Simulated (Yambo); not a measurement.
Yambo run on TlCl (CsCl type, space group Pm-3m, No. 221). The wavefunctions are norm-conserving PBE (stringent potentials; Quantum ESPRESSO, 90 Ry, no spin-orbit coupling) ones on a 4×4×4 mesh (14 occupied bands); a = 3.7686 Å, b = 3.7686 Å, c = 3.7686 Å, α = 90.00°, β = 90.00°, γ = 90.00°.

Yambo input:

```
rim_cut
gw0
dyson
el_el_corr
HF_and_locXC
cohsex
em1s
RandQpts= 1000000
RandGvec= 1 Ry
EXXRLvcs= 90.4 Ry
VXCRLvcs= 361.6 Ry
Chimod= "HARTREE"
% BndsRnXs
 5 | 247 |
%
NGsBlkXs= 15 Ry
% LongDrXs
 1.0 | 1.0 | 1.0 |
%
ExtendOut
% QPkrange
 3 | 3 | 14 | 15 |
%
```

k points by index: 3 = X.

The o-*.qp file then holds:

```
#    K-point    Band    Eo [eV]    E [eV]    E-Eo [eV]    Vxc [eV]    Vnlxc [eV]    Sc|Eo [eV]    Re(Z)    Im(Z)
#
    3    14    0.000000    -3.677307    -3.677307    -14.84710    -17.40517    -1.119230    1.000000    0.000000
    3    15    1.947653    0.656581    -1.291073    -9.525229    -6.092279    -4.724023    1.000000    0.000000
```
(The two width columns are left out.) Convergence of these settings isn't established.

Geometry relaxed with PBEsol.
